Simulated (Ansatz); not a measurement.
BeS in space group P6_422 (No. 181; Be on 3c, S on 3d), r²SCAN+D4 in the plane-wave PAW code Ansatz. The conduction-band minimum lies on the M–K line, 9 % of the way from M, with 6 equivalent valleys. Second derivatives d²E/dk² of the lowest band at one valley (eV·Å²), along Cartesian directions:

```tsv
direction	d²E/dk²
[100]	17.46
[010]	13.90
[001]	26.54
[110]	15.74
[101]	22.09
[011]	20.20
```

Q: Find the principal effective masses, the density-of-states mass and the conductivity mass.

A: Off-diagonal terms follow from H_xy = H[110] − (H_xx + H_yy)/2, and m*/mₑ = 7.620 eV·Å² over each eigenvalue: 0.29, 0.44, 0.55. One valley's DOS mass (m₁m₂m₃)^(1/3) = 0.41, conductivity mass 3/(Σ 1/mᵢ) = 0.39 mₑ.

Q: What effective density of states Nc follows at 300 K for parabolic valleys?

A: Nc = 2.509e19 × 6 × (0.41)^(3/2) ≈ 4.0e19 cm⁻³.

The start of the workflow was typed in or built on a structure type; neither database checked (COD, Materials Project) lists it. COD files the formula under space group No. 216, so this cell is another polymorph or a model. Its standing as an ambient phase is unchecked. The cell was relaxed with r²SCAN+D4 under the symmetry of its start; its stability against distortions is not shown here.

Potentials: the later of the program's two PAW sets.

Edges and masses are those of Kohn–Sham bands, whose gap is no quasiparticle gap.
